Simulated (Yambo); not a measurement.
G0W0@PBEsol for CdZn$_{3}$S$_{4}$ (space group P-43m, No. 215) in Yambo (2×2×2 mesh, 8 Ry block, plasmon pole, screening fixed), without a terminator:

```csv
bands N in G,gap Γ → Γ (eV),shift of the valence edge (eV)
134,2.746,-0.334
217,2.766,-0.582
331,2.794,-0.705
```

Problem. Extrapolate both columns to infinite N with E(N) = E∞ + A/N, test the form, and compare with the terminator.

Solution. From two points, E∞ = (N2 E2 − N1 E1)/(N2 − N1). The two largest N give 2.85 eV for the gap and -0.94 eV for the shift; the two smallest give 2.80 eV and -0.98 eV. For the gap the slopes A are -7.0 and -18 eV: the form isn't reached, and its limit is uncertain. For the shift the slopes A are 87 and 77 eV: the 1/N form holds. With the Bruneval-Gonze terminator and 331 bands the run gives 2.84 eV and -0.82 eV, 0.01 eV and 0.11 eV from the extrapolated values: the terminator too is an estimate of the remainder. Block, mesh and the bands in W are held fixed.

Spin-orbit coupling is not included.

Geometry of the Materials Project entry, not relaxed at this level; primitive cell a = 5.511 Å, b = 5.511 Å, c = 5.511 Å, α = 90.00°, β = 90.00°, γ = 90.00°.

The structure is a Materials Project entry; no match was found in the copy of COD used, and its stability was not checked.

A shift is the quasiparticle energy of the state minus its PBEsol energy.
